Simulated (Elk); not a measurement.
An Elk run on BaPm with settings drawn from a wide range, so not all are converged; totals and levels move with the basis, and no second program has checked them. The calculation used Elk 11.2.3 with local patches, DFT, Wu-Cohen GGA, all-electron APW+lo, Dirac cores, scalar-relativistic bands with second-variational spin-orbit coupling. Elk's input is in atomic units.

Command: `OMP_NUM_THREADS=1 elk` The run took 0.02 s on 1 thread of Arm Neoverse V2 (shared host), peak memory 0.04 GiB.

```
tasks
  0
  110
  115
  15
  10
  21

xctype
  26

rgkmax
  7

gmaxvr
  14

lmaxapw
  8

lmaxo
  6

lmaxi
  2

nrmtscf
  1.5

nempty
  12

epspot
  1e-05

epsengy
  1e-05

maxscl
  60

swidth
  0.008

stype
  1

lradstp
  4

mixtype
  3

hmaxvr
  6

reducebf
  0.5

spinpol
  .true.

cmagz
  .true.

tforce
  .true.

spinorb
  .true.

spincore
  .true.

sppath
  './'

avec
  7.49750898157 0.00000000000 0.00000000000
  -3.74875449080 6.49303324315 0.00000000000
  0.00000000000 0.00000000000 12.32597297391

atoms
  2
  'Ba.in'
  1
  0.000000000000 0.000000000000 0.500000000000   0.000 0.000 0.000
  'Pm.in'
  1
  0.666666666667 0.333333333333 0.000000000000   0.000 0.000 -0.200

ngridk
  7 7 4

wplot
  120 100 1
  -0.55 0.3

plot1d
  9 30
  0.0000000000 0.0000000000 0.0000000000
  0.5000000000 -0.0000000000 0.0000000000
  0.3333333333 0.3333333333 0.0000000000
  0.0000000000 0.0000000000 0.0000000000
  0.0000000000 0.0000000000 0.5000000000
  0.5000000000 -0.0000000000 0.5000000000
  0.3333333333 0.3333333333 0.5000000000
  0.0000000000 0.0000000000 0.5000000000
  0.5000000000 -0.0000000000 0.5000000000
```

Muffin-tin radii in the species files: Ba 2.80, Pm 2.80 bohr.

The cell is the one relaxed in the Materials Project (mp-1183293), not relaxed further here; entries there can be hypothetical.

Task: What does the run give?

Result: It refused before any iteration.
```
Error(init0): requested spin-polarised run with spin-unpolarised
 exchange-correlation functional
```
